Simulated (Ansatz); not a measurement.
GaBi (rock salt, Fm-3m), plane-wave PAW PBEsol (Ansatz code), all energies at zero smearing, with the estimated change up to a 700 eV cutoff added, with one set of potentials and settings (totals compare only within such a set). Cell of 2 atoms (1 Ga, 1 Bi): -15984.998 eV.

```json
[
 {"element": "Ga", "reference phase": "Cmce, 4 atoms in the cell", "E (eV/atom)": "-3743.2031"},
 {"element": "Bi", "reference phase": "R-3m, 2 atoms in the cell", "E (eV/atom)": "-12242.0039"}
]
```

Formation energy per atom, worked out: (-15984.998 − 1×(-3743.2031) − 1×(-12242.0039))/2 = 0.104 eV/atom (10 kJ per mol of atoms), at 0 K, without zero-point energy or fitted corrections.

The cell is a constructed one: a structure type filled with these elements; neither database checked (COD, Materials Project) lists it. Its standing as an ambient phase is unchecked. The cell was relaxed with PBEsol under the symmetry of its start; of distortions, only those at the zone centre were tested. The references are the lowest solids computed at this level, not always the standard phases. Scalar-relativistic: spin–orbit coupling is off unless named, which matters more the heavier the elements.

Potentials: the later of the program's two PAW sets.
